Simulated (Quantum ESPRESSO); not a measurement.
# Br in NaI: quadrupolar couplings

Host, cell and atoms relaxed with PBE and no dispersion term (field gradients by the PAW reconstruction of the field gradient on a scalar-relativistic PBE ground state (a modified build of Quantum ESPRESSO, JTH datasets), 30 Ha, k-mesh 4×4×4 through Γ):

| site | site symmetry | Vzz (a.u.) | η_Q | ∣C_Q∣ (MHz) |
|---|---|---|---|---|
| Na (atoms 1, 3, 5, 7) | m-3m | 0 | – | 0 (²³Na) |
| I (atoms 2, 4, 6, 8) | m-3m | 0 | – | 0 (¹²⁷I) |

Its cell: a = b = c = 6.499 Å, α = β = γ = 90.00°.

Changed cell (atom 2 is the new one; 30 Ha, k-mesh 4×4×4 through Γ):

```xyz
8
Lattice="6.4080 0.0000 0.0000 0.0000 6.4080 0.0000 0.0000 0.0000 6.4080" Properties=species:S:1:pos:R:3 pbc="T T T"
Na     0.0000     0.0000     0.0000
Br     3.2040     0.0000     0.0000
Na     0.0000     3.2040     3.2040
I      3.2040     3.2040     3.2040
Na     3.2040     0.0000     3.2040
I      0.0000     0.0000     3.2040
Na     3.2040     3.2040     0.0000
I      0.0000     3.2040     0.0000
```
The cell was made here from a computed Materials Project entry: one of 4 I replaced by Br, cell and atoms relaxed (PBE without dispersion, pw.x of Quantum ESPRESSO, symmetry kept). The parent is NaI in Fm-3m. The swapped cell is a model, not a known phase. Stability against distortions was not tested.

Quadrupole moments taken as inputs (sizes, barn, from the tables of PySCF and pymatgen): ²³Na 0.104, ¹²⁷I 0.696, ⁷⁹Br 0.313.

Principal values are ordered |Vxx| ≤ |Vyy| ≤ |Vzz|, η = (Vxx − Vyy)/Vzz, and C_Q = eQVzz/h is given by its size. Cores are frozen. I had no test against all-electron runs. Spin–orbit coupling is left out, a limit on I. Static lattice: thermal averaging is not included.

Problem. What do the sites of the changed cell show?

Solution. 
```csv
site,distance to atom 2 (Å),Vzz (a.u.),η_Q,∣C_Q∣ (MHz)
"Na1 (atoms 1, 5, 7)",3.20,under 0.02,–,under 0.49
Br (atom 2),–,0,–,0
Na2 (atom 3),5.55,0,–,0
"I (atoms 4, 6, 8)",4.53,-0.035,0.00,5.65
```
The swap repeats in every cell, so this is an ordered compound and not a dilute impurity.
